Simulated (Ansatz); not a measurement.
Ni:
```xyz
1
Lattice="2.3281 0.0000 0.0000 0.0000 2.3281 0.0000 0.0000 0.0000 2.3281" Properties=species:S:1:pos:R:3 pbc="T T T"
Ni     0.0000     0.0000     0.0000
```
Starting moments (μB, in the order of the atoms Ni): 0.5.

Relaxed with PBE. Special points in fractions of this cell's reciprocal vectors: Γ (0.000, 0.000, 0.000); X (0.000, 0.500, 0.000); M (0.500, 0.500, 0.000); R (0.500, 0.500, 0.500).

List the band energies nearest the Fermi level at these points for PBE (plane waves, PAW; program Ansatz).

In eV from the Fermi level; about four levels below and three above (degenerate sets whole), none deeper than 8.9 eV; … stands for higher levels left out; points with the same levels are listed once.

```tsv
k	below	above
Γ ↑	-8.05 -3.58 -3.58	…
X ↑	-3.16 -1.39 -1.39 -1.09	…
M ↑	-4.18 -2.82 -1.18 -1.18	0.41 …
R ↑	-3.27 -3.27 -3.27	0.47 0.47 …
Γ ↓	-8.04 -3.18 -3.18	…
X ↓	-2.73 -1.11 -0.80 -0.80	…
M ↓	-3.78 -2.42 -0.58 -0.58	0.94 …
R ↓	-2.79 -2.79 -2.79	0.99 0.99 …
```

Space group Pm-3m (simple cubic). A made-up cell: these elements were put on the sites of a structure type; neither database checked (COD, Materials Project) lists it. It is not the phase usual at ambient conditions (space group No. 225). Symmetry was held in the PBE relaxation; its stability against distortions is not shown here. Magnetic state: ferromagnetic, chosen from 3 collinear starts compared on coarse meshes (ties went to the first, and starts can fall back to one state), not a proven ground state.

Potentials: the later of the program's two PAW sets.
